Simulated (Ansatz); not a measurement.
Fitting the PBE energy curve of NbSi

```
Nb Si
1.0
     3.15644    0.00000    0.00000
     0.00000    3.15644    0.00000
     0.00000    0.00000    3.15644
Nb Si
1 1
Direct
  0.00000 0.00000 0.00000
  0.50000 0.50000 0.50000
```

The cell comes from a database or a generator and needn't be the stable form of this composition.

The cell was scaled at fixed shape and fractions and run with Ansatz, all-electron LAPW, scalar-relativistic; PBE, k mesh 8 × 8 × 8 on the cell of 2 atoms, fermi-dirac occupations of 0.05 eV, no spin polarisation, no spin-orbit coupling. Energies are those that the program minimises, any entropy of the smearing included. For a metal such a mesh isn't converged to the digits shown.

| V (Å³/atom) | energy over the lowest row (meV/atom) |
| --- | --- |
| 14.7805 | 32.87 |
| 15.0950 | ? |
| 15.4095 | 3.26 |
| 15.7240 | 0.00 |
| 16.0385 | 3.39 |
| 16.3529 | 12.71 |
| 16.6674 | 27.28 |

Q: Fit the third-order Birch-Murnaghan form, give V0, B0 and B′, and predict the energy left open.

A: With y = (V0/V)^(2/3), E = E0 + (9 V0 B0/16) [(y - 1)³ B′ + (y - 1)² (6 - 4y)]. Least squares through the rows shown give V0 = 15.7146 Å³/atom, E0 = 0.01 meV, B0 = 169.0 GPa (1 eV/Å³ = 160.218 GPa) and B′ = 4.64, with a largest miss of 0.01 meV. At V = 15.0950 the form with these constants gives 13.91 meV; the run gave 13.94 meV an atom. Other set-ups at this level, from all their volumes (Å³/atom, GPa): Ansatz, Ansatz PAW (earlier soft set): V0 15.716, B0 169.2.
